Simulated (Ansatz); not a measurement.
## TePt: computed property card

TePt:
```xyz
4
Lattice="4.1980 0.0000 0.0000 -2.0990 3.6356 0.0000 0.0000 0.0000 5.5032" Properties=species:S:1:pos:R:3 pbc="T T T"
Te     2.0990     1.2119     4.1274
Te     0.0000     2.4237     1.3758
Pt     0.0000     0.0000     2.7516
Pt     0.0000     0.0000     0.0000
```

Space group P6_3/mmc (No. 194), NiAs type; conventional cell a = 4.1980 Å, b = 4.1980 Å, c = 5.5032 Å, α = 90.00°, β = 90.00°, γ = 120.00°.

Method: DFT-LDA in the program Ansatz with PAW potentials. Structure relaxed to zero pressure with the same functional. Other levels are named where they apply.

### Cell and energy

| Quantity | Value |
|---|---|
| Volume per atom | 21.00 Å³ |
| Density | 12.76 g/cm³ |
| Formation energy from the elements (no fitted shifts) | -0.21 eV/atom |

### Electronic structure

| Quantity | Result |
|---|---|
| Electronic character | metallic (no gap) |
| Density of states at the Fermi level | 0.58 states/eV per atom (mean over ±0.08 eV) |

### Mechanics

| Property | Result |
|---|---|
| Bulk modulus (Birch–Murnaghan fit) | 145 GPa |
| Pressure derivative B′ | 5.0 |
| Elastic constants (relaxed ions, GPa) | C11 = 177, C12 = 141, C13 = 108, C33 = 244, C44 = 14.9 |
| Mechanical stability | stable (all eigenvalues of C positive) |
| Hill bulk and shear moduli | 146 and 22.2 GPa |
| Young's modulus | 63.4 GPa |
| Poisson's ratio | 0.43 |
| Debye temperature from the elastic constants | 162 K |

### Phonons

| Property | Value |
|---|---|
| Highest zone-centre frequency | 163 cm⁻¹ |
| Zone-centre stability | no imaginary mode at Γ |

The workflow started from a Materials Project entry (that database holds measured and hypothetical structures alike); the Crystallography Open Database files this formula in space group No. 194, but the cells were not matched. Whether it is the stable phase at ambient conditions was not checked. The cell was relaxed with LDA under the symmetry of its start. No spin polarisation was allowed. As this level gives no gap, shear constants depend on the k-mesh and smearing (Fermi–Dirac, 0.1 eV here). As this level gives no gap, phonon frequencies hold no LO–TO term and depend on the k-mesh and smearing (Fermi–Dirac, 0.1 eV here). The references are the lowest solids computed at this level, not always the standard phases. Scalar-relativistic: spin–orbit coupling is off unless named, which matters more the heavier the elements.

Potentials: the later of the program's two PAW sets.
